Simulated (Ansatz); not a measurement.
CuCl:
```
CELL_PARAMETERS angstrom
      0.00000     2.71225     2.71225
      2.71225     0.00000     2.71225
      2.71225     2.71225     0.00000
ATOMIC_POSITIONS crystal
  Cu 0.25000 0.25000 0.25000
  Cl 0.50000 0.50000 0.50000
```

Relaxed with PBE.

Task: Map the valence electron density (e/Å³), cut off at 1 on the plane through (0.250, 0.250, 0.250) spanned by u = [1, 0, 0] and v = [-1, 1, 1] in lattice vectors, from DFT-PBE in the program Ansatz with PAW potentials.

Result: x is the fraction of u, y of v (the angle between them is 90°; rows are the nearest grid lines); atoms in the plane: Cu at (0.00, 0.00), Cl at (0.50, 0.25).
```
|99999311111111399999|
|99998211000011289999|
|99995210000001259999|
|98531100000000112589|
|32211000000000011223|
|11100000000000000111|
|00000000000000000000|
|00000000000000000000|
|00000000000000000000|
|00000000000000000000|
|00000000000000000000|
|00000000011000000000|
|00000011122111000000|
|00000112344321100000|
|00001135788753110000|
|00012489999998421000|
|00013699988999631000|
|00123799900999732100|
|11124799933999742111|
|32224699999999642223|
|98534589999998543589|
|99995334566543359999|
|99998322233222389999|
|99999311111111399999|
```
Scale: ten equal steps from 0.000 (start of '0') to 1.00 (end of '9'), in the order '0123456789'; x runs from 0.000 to 1.00, y from 0.000 (bottom) to 1.00 (top).

The density is the valence pseudo-density with augmentation charge, so density and ELF within about 1 Å of a nucleus are not all-electron values.

Space group F-43m (zinc blende). Symmetry was held in the PBE relaxation; phonons on a q-mesh show no instability. No spin polarisation was allowed.

Potentials: the later of the program's two PAW sets.
